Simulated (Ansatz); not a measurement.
Input:

ScCu:
```cif
data_CuSc
_chemical_formula_sum 'Sc1 Cu1'
_space_group_name_H-M_alt 'Pm-3m'
_space_group_IT_number 221
_space_group_name_Hall '-P 4 2 3'
_cell_length_a 3.20975
_cell_length_b 3.20975
_cell_length_c 3.20975
_cell_angle_alpha 90.000
_cell_angle_beta 90.000
_cell_angle_gamma 90.000
loop_
_atom_site_label
_atom_site_type_symbol
_atom_site_symmetry_multiplicity
_atom_site_Wyckoff_symbol
_atom_site_fract_x
_atom_site_fract_y
_atom_site_fract_z
_atom_site_occupancy
Sc1 Sc 1 b 0.50000 0.50000 0.50000 1
Cu1 Cu 1 a 0.00000 0.00000 0.00000 1
```

This is the PBEsol-relaxed structure.

### Question
All from PBEsol in the plane-wave PAW code Ansatz, unless another level is named. Give the Poisson's ratio.

### Answer
0.30.

### Question
Next, the highest zone-centre frequency?

### Answer
194 cm⁻¹.

The workflow started from a Materials Project entry (that database holds measured and hypothetical structures alike); the Crystallography Open Database files this formula in space group No. 221, but the cells were not matched. Its standing as an ambient phase is unchecked. The PBEsol relaxation kept the symmetry of its start; of distortions, only those at the zone centre were tested. No spin polarisation was allowed. As this level gives no gap, phonon frequencies hold no LO–TO term and depend on the k-mesh and smearing (Fermi–Dirac, 0.1 eV here).

Potentials: the later of the program's two PAW sets.
